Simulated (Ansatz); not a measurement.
**One input, then a changed one: Ag (fcc type)**

First run: DFT, PBE, all-electron LAPW, scalar-relativistic (Ansatz 0.2.0).

Command: `ansatz run input.yaml --threads 2 --pin off --max-ram 4096MiB --backend cpu --events-out ev --progress --plain --runs-dir out` It took 7.6 s on 2 threads of Intel(R) Xeon(R) 6975P-C (Granite Rapids), on a shared host, peak memory 0.51 GiB.

```yaml
crystal:
  lattice:
    - [2.073990023, 2.073990023, 0.0]
    - [-2.073990023, 2.073990023, 0.0]
    - [0.0, 0.0, 4.1479800459]
  atoms:
    - { symbol: Ag, position: [0.0, 0.0, 0.0] }
    - { symbol: Ag, position: [0.5, 0.5, 0.5] }
kpoints:
  mp_grid: { grid: [12, 12, 9] }
scf:
  occupations: { method: fermi_dirac, width: 0.1 }
hamiltonian:
  xc: pbe
  pseudopotentials: { kind: all_electron, lapw: { basis_error: 0.001 } }
output:
  forces: true
  stress: true
  eigenvalues: true
```

The base cell comes from a relaxation on PAW files under the same functional.

This run: bulk in the slab's orientation.

It converges in 8 SCF iterations at a pressure of 0.07 GPa.

The input is then changed:

```diff
 scf:
-  occupations: { method: fermi_dirac, width: 0.1 }
+  occupations: { method: cold, width: 0.005 }
+  mixing: { algorithm: msr1, beta: 0.1, ndim: 4 }
+  n_extra_bands: 1
 hamiltonian:
```

Problem. Predict the outcome of the changed run.

Solution. It converges in 10 SCF iterations at a pressure of 0.10 GPa, free energy +6.5 meV/atom against the first run's. More than one line changes, and not each need have an effect.
